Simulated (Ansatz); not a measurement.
TiH₈N₂F₆:
```
CELL_PARAMETERS angstrom
      5.88437     0.00000     0.00000
     -2.94219     5.09602     0.00000
      0.00000     0.00000     4.63717
ATOMIC_POSITIONS crystal
  Ti 0.00000 0.00000 0.00000
  H  0.33333 0.66667 0.08416
  H  0.66667 0.33333 0.91584
  H  0.23928 0.47856 0.38041
  H  0.76072 0.52144 0.61959
  H  0.52144 0.76072 0.38041
  H  0.47856 0.23928 0.61959
  H  0.23928 0.76072 0.38041
  H  0.76072 0.23928 0.61959
  N  0.33333 0.66667 0.30419
  N  0.66667 0.33333 0.69581
  F  0.15146 0.84854 0.77113
  F  0.84854 0.15146 0.22887
  F  0.15146 0.30291 0.77113
  F  0.84854 0.69709 0.22887
  F  0.69709 0.84854 0.77113
  F  0.30291 0.15146 0.22887
```

Relaxed with r²SCAN+D4.

Q: Give the Bader charges and basin volumes of the independent atoms, DFT-r²SCAN+D4 in the program Ansatz with PAW potentials.

A: 

```csv
atom,Bader charge (e),Bader volume (Å³)
Ti1,+2.53,6.4
H2,+0.50,2.8
H4,+0.51,2.2
N10,-1.13,13.9
F12,-0.72,14.3
```

Space group P-3m1. The first step of the workflow began from a Materials Project structure, measured or hypothetical; the Crystallography Open Database files this formula in space group No. 164, but the cells were not matched. Its standing as an ambient phase is unchecked. The cell was relaxed with r²SCAN+D4 under the symmetry of its start; whether a distortion lowers the energy is not shown. No spin polarisation was allowed.

Potentials: the later of the program's two PAW sets.
